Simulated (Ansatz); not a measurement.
## Checking a converged run of Ni

The cell (2 atoms) is Ni as an experimental structure (space group Fm-3m, primitive cell doubled). Source: COD entry 2100640; the sample's temperature and pressure aren't taken into account, and it need not be the stable phase.

These are results of DFT, PBE, PAW, plane waves, scalar-relativistic in Ansatz, not measurements.

```yaml
crystal:
  lattice:
    - [0.0, 3.5359, 3.5359]
    - [1.76795, 0.0, 1.76795]
    - [1.76795, 1.76795, 0.0]
  atoms:
    - { symbol: Ni, position: [0.0, 0.0, 0.0], spin: 2.0 }
    - { symbol: Ni, position: [0.5, 0.0, 0.0], spin: -2.0 }
magnetization:
  spin_polarized: true
hamiltonian:
  xc: pbe
  pseudopotentials: { kind: paw }
basis:
  ecutwfc: 420
kpoints:
  mp_grid: { grid: [7, 13, 13] }
scf:
  occupations: { method: gaussian, width: 0.1 }
  lower_state_search: "off"
output:
  forces: true
  stress: true
```

Time: 5 s on 2 threads of Intel(R) Xeon(R) 6975P-C, on a shared host, peak memory 0.62 GiB.

The end of the output:

```
SCF converged after 13 iterations
Magnetization: 0.0000 μB (18.0000 up, 18.0000 down)
Absolute magnetization: 0.6625 μB (∫|ρ↑−ρ↓|, with the PAW one-centre terms)
Spin contamination: 0.2520 ħ² per cell (⟨S²⟩ above its minimum at these occupations)
Per-site moments (μB) at R_I (Å): [(0.3234, 1.0313), (-0.3234, 1.0313)]
Free energy (F): -11679.337179 eV
Harris-Foulkes:  -11679.337179 eV  (|F-HF|=8.86e-10)
Internal energy: -11679.306844 eV  (E = F + TS)
E sigma→0 (E₀):  -11679.322012 eV
Entropy (-TS):   -0.030335 eV (-15.168 meV/atom)
Fermi energy:    17.661588 eV
--- Forces (eV/Å), atoms counted from 1 ---
  atom   1  Ni     0.00000000     0.00000000     0.00000000
  atom   2  Ni     0.00000000     0.00000000     0.00000000
--- Stress (GPa, compression-positive) ---
       -3.543639      -0.471144      -0.471144
       -0.471145      -3.394931       0.422385
       -0.471145       0.422385      -3.394931
  P = ⅓ Tr σ = -3.4445 GPa (-34.445 kbar)
```

The mesh has less symmetry than the lattice, which lowers the symmetry of the run.

A small moment in a metal is sensitive to the mesh and the smearing.

Site moments are taken inside atomic spheres and don't add up to the total.

Q: The run converged. Is this the lowest state of the cell, and if not, what lies lower and how is it reached?

A: No. A state 55.6 meV/atom (0.111 eV per cell) lower exists in this cell: ferromagnetic, site moments Ni1 0.66, Ni2 0.66 μB, total 1.25 μB per cell, no gap on the k-mesh. It was reached from: parallel moments, default search for lower states [Ni1 2.00, Ni2 2.00 μB]; opposed moments +-, default search for lower states [Ni1 2.00, Ni2 -2.00 μB]. The wrong state matters: the pressure is -3.0 GPa there against -3.4 GPa here. States within about 5 meV/atom are too close for this mesh, smearing and search to settle their order. This multiple of the primitive cell fits some opposed orders; other multiples fit others. Orders that need a larger cell or non-collinear spins weren't tried.
